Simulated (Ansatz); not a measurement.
**Nd (hcp)**

Computed with Ansatz (plane waves, PAW, 420 eV cutoff): PBE with spin–orbit coupling, two-component spinors, Γ-centred 14×14×8 mesh, 0.05 eV Gaussian smearing; PAW files: Ansatz's generated set soft_2.

```xyz
2
Lattice="3.6915 0.0000 0.0000 -1.8457 3.1969 0.0000 0.0000 0.0000 5.8509" Properties=species:S:1:pos:R:3 pbc="T T T"
Nd    0.0000    2.1313    4.3882
Nd    1.8457    1.0656    1.4627
```

At room temperature and ambient pressure Nd is dhcp.

Magnetic state: ferromagnetic, site spin moments Nd 3.19 μB, along [001] (Cartesian), which lowers the symmetry.

Q: Which orbitals carry the states at the Fermi level, and how many states are there?

A: Within 0.1 eV of it: Nd 4f 70 %, Nd 5d 26 % (shares among the projected shells). The density of states at the Fermi level is about 7.3 states/eV per cell, averaged over 0.3 eV.

Density of states (tetrahedra, averaged over 0.3 eV; states/eV per cell of 2 atoms; energy in eV from the Fermi level; projections on Löwdin-orthogonalised atomic orbitals, summed over sites):

```
    E  total  Nd 5d  Nd 4f j=7/2  Nd 4f j=5/2  Nd 6s  Nd 5p
-4.00    0.0    0.0          0.0          0.0    0.0    0.0
-3.70    0.1    0.0          0.0          0.0    0.1    0.0
-3.40    0.1    0.0          0.0          0.0    0.1    0.0
-3.10    0.1    0.0          0.0          0.0    0.1    0.0
-2.80    0.2    0.0          0.0          0.0    0.2    0.0
-2.50    0.3    0.0          0.0          0.0    0.2    0.0
-2.20    0.5    0.1          0.0          0.0    0.3    0.0
-1.90    1.3    0.8          0.0          0.0    0.4    0.0
-1.60    1.7    1.1          0.0          0.0    0.4    0.0
-1.30    2.3    1.6          0.1          0.1    0.4    0.0
-1.00    2.6    1.9          0.1          0.2    0.4    0.1
-0.70    6.8    2.6          1.3          2.4    0.3    0.1
-0.40   18.6    2.8          6.5          9.0    0.2    0.1
-0.10    7.2    2.3          2.3          2.2    0.2    0.1
 0.20    8.8    1.7          3.5          3.3    0.2    0.1
 0.50   11.9    2.0          6.6          3.1    0.1    0.1
 0.80    7.0    2.5          2.5          1.8    0.1    0.1
 1.10    3.7    1.8          1.0          0.8    0.1    0.0
 1.40    6.5    3.5          1.6          1.1    0.2    0.1
 1.70    7.0    2.5          2.1          2.0    0.2    0.1
 2.00   14.5    2.7          6.3          5.1    0.2    0.0
 2.30   14.9    3.6          7.5          3.4    0.2    0.0
 2.60   13.9    2.6          7.6          3.3    0.2    0.0
 2.90    6.2    2.1          2.6          1.2    0.2    0.0
 3.20    3.5    2.1          0.7          0.3    0.2    0.0
 3.50    2.5    1.8          0.3          0.2    0.1    0.0
 3.80    1.8    1.4          0.2          0.1    0.0    0.0
 4.10    1.6    1.4          0.1          0.1    0.0    0.0
 4.40    1.6    1.4          0.1          0.0    0.1    0.0
 4.70    1.8    1.6          0.0          0.0    0.1    0.0
 5.00    2.1    1.9          0.0          0.0    0.1    0.0
 5.30    2.2    1.9          0.0          0.0    0.1    0.0
 5.60    2.8    2.4          0.0          0.0    0.2    0.0
 5.90    2.8    2.4          0.0          0.0    0.2    0.0
```

Of the 3.48 f electrons on Nd, 1.99 have j = 5/2 and 1.49 have j = 7/2, a share of 57 % in j = 5/2. Without spin–orbit coupling the share would be 6/14 = 43 %, in the jj limit 100 %, so the shell stands 25 % of the way to jj coupling; exchange, which aligns spins across both levels, holds it back.

Without a U the open 4f shell is pinned at the Fermi level, an artefact: in the real crystal it splits into occupied and empty levels away from it, and its large orbital moment is underestimated. Site moments are of spin, integrated over Gaussian weights of 0.5 Å, which gives about a tenth less on f atoms than spheres do. Only parallel moments were tried, so the real magnetic order may be another.

The open shells may stand above their lowest state, and forces and pressures are less sure for it.

On the Nd 4f shell the spin moment is 3.33 μB and the orbital moment 1.32 μB, opposed to it, 2.01 μB net (projected on atomic orbitals, along the moments' axis).
